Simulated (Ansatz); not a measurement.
Ansatz (an electronic-structure program) input:

Ansatz 0.2 input:
```yaml
crystal:
  lattice:
    - [0.0, 3.8938345618, 3.8938345618]
    - [3.8938345618, 0.0, 3.8938345618]
    - [3.8938345618, 3.8938345618, 0.0]
  atoms:
    - { symbol: Cs, position: [0.0, 0.0, 0.0] }
    - { symbol: I, position: [0.5, 0.5, 0.5] }
kpoints:
  mp_grid: { grid: [6, 6, 6] }
hamiltonian:
  xc: r2scan
  pseudopotentials: { kind: paw }
scf:
  occupations: { method: fixed }
checkpoint: { read: static.run }
output: { bader: true, populations: true }
```

Output (shortened):

```
Pseudopotentials: kind: paw
Pseudopotential: Cs, paw, valence charge 9
Pseudopotential: I, paw, valence charge 17
Functional definition: r2SCAN
Crystal: 2 atoms, lattice volume = 118.076 Å³
Basis set: ecut = 500 eV, 2975 PW (Γ), exchange–correlation on 180×180×180 points (64 copies of the dense FFT grid, shifted against one another)
Bands: 17, of which v1, the nominal top of the filled ones, is band 13 counted from 1 (12 counted from 0)
Symmetry: 48 space group operations
Space group: Fm-3m (ITA 225), of the structure as read, at distance tolerance 4.9e-5 Å
k-points: 16 of 216
PAW frozen core: Cs, regenerated for the run's functional
PAW frozen core: I, regenerated for the run's functional
Initial density: read from a saved state, or passed on in memory by an earlier SCF of this step, an earlier step, the calling program or the single point that …
Stability of the state it starts from, as read at its close in the unpolarized treatment …
Initial wavefunctions: pseudopotential atomic-orbital guess
Eigensolver: davidson
Functional: x = r2scan, c = r2scan; τ floored in thin density (d = 2e-4 eV/Å³)
iter 1 solved again at ethr=1.56e-6 eV; its pass at ethr=3.10e-3 eV (dr2=4.07e-4 eV) is discarded
SCF iter   1: F=—  HF=-13217.498348 eV  |F-HF|=—  |Δ(HF+E_count)|=         —  Δρ=2.05e-6  dr2=3.40e-9  dr2_τ=4.71e-10  ethr=1.56e-6  ⟨swp⟩=2.9  Hψ=1933  notcnv=0  defer=32
all-band conjugate gradients solve this SCF's bands
preconditioner: auto → none
SCF iter   2: F=—  HF=-13217.498371 eV  |F-HF|=—  |Δ(HF+E_count)|=   2.26e-5  Δρ=1.13e-6  dr2=1.49e-9  dr2_τ=2.96e-10  ethr=1.31e-11  ⟨swp⟩=10.2  Hψ=1610  notcnv=0
SCF iter   3: F=-13217.498371 eV  HF=-13217.498371 eV  |F-HF|=1.91e-10  |Δ(HF+E_count)|=  2.93e-10  Δρ=6.69e-7  dr2=4.78e-10  dr2_τ=5.62e-11  ethr=5.74e-12  ⟨swp⟩=1.0  Hψ=658  notcnv=0
SCF 1 converged in 3 iterations: F = -13217.498371 eV  dr2 = 4.78e-10
SCF converged after 3 iterations
Free energy (F): -13217.498371 eV
Harris-Foulkes:  -13217.498371 eV  (|F-HF|=1.91e-10)
Internal energy: -13217.498371 eV  (E = F + TS)
E sigma→0 (E₀):  -13217.498371 eV
Fermi energy:    1.508928 eV
--- Per-component energies (eV) ---
  E_band       = -499.917742
  E_kinetic    = 331.170708
  E_local      = -2730.890578  (includes V_loc(G=0)·N_el)
  E_nonlocal   = -60.797350
  E_hartree    = 1336.225392
  E_xc         = -283.884515
  E_vxc        = -278.202458  (∫ρ·V_xc dr)
  E_paw        = -9932.809957  (= ΣΔE_a)
  E_vpaw       = -448.790442  (= ΣTr[D̂ρ^β])
  E_aug_tail   = -0.000029  (compensation charges beyond the density's cutoff)
  E_vtau       = 15.141722  (kinetic-family band-sum trace: ∫τ·v_τ [+ j·A + Jᵃ·Aᵃ] dr)
  E_ewald      = -1876.634974
  E_core_change = 0.122932  (= ΣΔE_core)
  E_smearing   =  0.000000  (= −TS)
  E_closure    =  0.000000  (closes the sum)
  Σ components = -13217.498371   (vs F -13217.498371, Δ=0.00e0)
  [band-id]    e_kinetic+e_local+e_nonlocal+2·e_hartree+e_vxc+e_vpaw+e_augmentation_tail+e_vtau = -499.917643   (vs E_band -499.917742, Δ=9.94e-5)
--- Band table (eV; the first three rows and the last of 16) ---
  k-point 0: bands = ["-41.8864", "-41.8864", "-41.8839", "-41.8839", "-41.8839", "-18.9419", "-8.9741", "-5.3819", "-5.3819", "-5.3819", "1.5089", "1.5089", "1.5089", "5.9852", "7.6835", "7.6835", "7.6835"]
  k-point 1: bands = ["-41.8864", "-41.8864", "-41.8839", "-41.8839", "-41.8839", "-18.9398", "-8.9853", "-5.3824", "-5.3824", "-5.3682", "1.2823", "1.4222", "1.4222", "6.5069", "7.6146", "7.9503", "7.9503"]
  k-point 2: bands = ["-41.8864", "-41.8864", "-41.8839", "-41.8839", "-41.8839", "-18.9356", "-9.0075", "-5.3833", "-5.3833", "-5.3409", "0.9064", "1.2608", "1.2608", "7.4254", "7.9404", "8.6992", "8.6992"]
  k-point 15: bands = ["-41.8864", "-41.8864", "-41.8839", "-41.8839", "-41.8839", "-18.9311", "-8.9589", "-5.5223", "-5.4728", "-5.3811", "1.1725", "1.2448", "1.3426", "6.9664", "8.4615", "8.6939", "9.3264"]
  band table: 17 of 17 bands, residual norms ≤ 1.0e-3 eV
--- Löwdin populations: 2 sites ---
  site symbol       q [e]
     0     Cs      8.2592
     1      I     17.6863
  spilling = 0.002094 (of n_electrons = 26.000000)
--- Bader charges: 2 sites ---
  site symbol  charge [e]  shift [e]
     0     Cs      0.8283     0.0000
     1      I     -0.8283     0.0000
  shift: an alarm, by how much a part of what the PAW files miss would move the charge. Where it is large, compare
  with a run on PAW files of another source; a small one proves nothing
  estimated error of the sums over rays = 2.7e-4 e
```

Cost: roughly 23 core-seconds on shared cores.

The workflow started from a Materials Project entry (that database holds measured and hypothetical structures alike); the Crystallography Open Database copy checked does not list it. It is not the phase usual at ambient conditions (space group No. 221). Symmetry was held in the r²SCAN relaxation; its stability against distortions is not shown here. Scalar-relativistic: spin–orbit coupling is off unless named, which matters more the heavier the elements.

Potentials: the later of the program's two PAW sets.

Ansatz is a plane-wave DFT program.
